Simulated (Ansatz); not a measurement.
CaAlHO$_{2}$:
```yaml
crystal:
  lattice:
    - [3.73043, 0.00000, 0.00000]
    - [0.00000, 3.73043, 0.00000]
    - [0.00000, 0.00000, 3.44811]
  atoms:
    - { symbol: Ca, position: [0.50000, 0.50000, 0.50000] }
    - { symbol: Al, position: [0.00000, 0.00000, 0.00000] }
    - { symbol: O, position: [0.50000, 0.00000, 0.00000] }
    - { symbol: O, position: [0.00000, 0.50000, 0.00000] }
    - { symbol: H, position: [0.00000, 0.00000, 0.50000] }
```

Relaxed with r²SCAN. Special points in fractions of this cell's reciprocal vectors: Γ (0.000, 0.000, 0.000); X (0.000, 0.500, 0.000); M (0.500, 0.500, 0.000); Z (0.000, 0.000, 0.500); R (0.000, 0.500, 0.500); A (0.500, 0.500, 0.500).

Problem. List the band energies nearest the valence-band maximum at these points for r²SCAN in the plane-wave PAW code Ansatz.

Solution. In eV from the valence-band maximum; about four levels below and three above (degenerate sets whole), none deeper than 8.9 eV; points with the same levels are listed once.

```
k                          below                above
-  -----------------------------  -------------------
Γ        -2.86 -1.32 -0.99 -0.99       5.33 5.68 6.55
X        -2.71 -2.14 -2.01 -1.81       4.37 6.18 6.92
M  -2.52 -2.52 -2.08 -1.64 -0.23  7.13 7.25 7.41 7.41
Z        -2.69 -1.32 -1.32 -0.07       5.25 7.12 7.80
R        -3.71 -2.79 -2.14 -0.73       5.01 6.94 7.01
A         -2.92 -2.92 -2.03 0.00       6.90 6.90 7.90
```

Space group P4/mmm. The start of the workflow was typed in or built on a structure type; neither database checked (COD, Materials Project) lists it. Its standing as an ambient phase is unchecked. The cell was relaxed with r²SCAN under the symmetry of its start; its stability against distortions is not shown here.

Potentials: the earlier of the program's two PAW sets.
